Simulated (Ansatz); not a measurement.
As (A7 type, space group R-3m)

Space group R-3m, hexagonal axes (No. 166); a = b = 3.7591 Å, c = 10.7349 Å, α = β = 90.00°, γ = 120.00°

```
atom  site  symmetry       x       y       z
----  ----  --------  ------  ------  ------
As      6c        3m  0.0000  0.0000  0.2260
```
(The calculation used a cell of 2 atoms; values per cell refer to that cell.)

Two coordinates are scanned: the volume, and the ratio of the stretch along z (the conventional c axis) to the stretch across it. Atoms keep their fractional coordinates.

These are r2SCAN+rVV10 (plane waves to 500 eV, PAW, scalar-relativistic; Ansatz, an electronic-structure program) values and carry that method's errors. k mesh 15×15×15 (Γ-centred), Fermi-Dirac smearing 0.05 eV. Compression counts positive. As the atoms are clamped, bonds stretch with the cell, which overstates energies and stresses. With partly filled bands, the response to shear is sensitive to the k mesh, so small differences along c/a are uncertain. As was relaxed with its symmetry unable to fall. The PAW data are Ansatz's earlier set. 

```json
[
 {"σzz − σxx (GPa)": "(c/a)/(c/a)₀ = 0.920", "V/V₀ = 0.960": "(withheld)", "V/V₀ = 0.980": "4.2", "V/V₀ = 1.000": "4.6", "V/V₀ = 1.020": "5.0", "V/V₀ = 1.040": "5.4"},
 {"σzz − σxx (GPa)": "(c/a)/(c/a)₀ = 0.960", "V/V₀ = 0.960": "1.0", "V/V₀ = 0.980": "(withheld)", "V/V₀ = 1.000": "2.2", "V/V₀ = 1.020": "2.7", "V/V₀ = 1.040": "3.1"},
 {"σzz − σxx (GPa)": "(c/a)/(c/a)₀ = 1.000", "V/V₀ = 0.960": "-1.2", "V/V₀ = 0.980": "-0.6", "V/V₀ = 1.000": "0.0", "V/V₀ = 1.020": "0.5", "V/V₀ = 1.040": "1.0"},
 {"σzz − σxx (GPa)": "(c/a)/(c/a)₀ = 1.040", "V/V₀ = 0.960": "-2.3", "V/V₀ = 0.980": "(withheld)", "V/V₀ = 1.000": "-1.4", "V/V₀ = 1.020": "-1.0", "V/V₀ = 1.040": "-0.6"},
 {"σzz − σxx (GPa)": "(c/a)/(c/a)₀ = 1.080", "V/V₀ = 0.960": "-3.3", "V/V₀ = 0.980": "-2.9", "V/V₀ = 1.000": "-2.5", "V/V₀ = 1.020": "-2.1", "V/V₀ = 1.040": "(withheld)"}
]
```

Problem. Some entries are withheld; supply them.

Solution. 
- (c/a)/(c/a)₀ = 0.920, V/V₀ = 0.960: 3.6
- (c/a)/(c/a)₀ = 0.960, V/V₀ = 0.980: 1.6
- (c/a)/(c/a)₀ = 1.040, V/V₀ = 0.980: -1.8
- (c/a)/(c/a)₀ = 1.080, V/V₀ = 1.040: -1.8

(Under strain, the slope of the energy per volume gives the stress and its curvature an elastic modulus.)
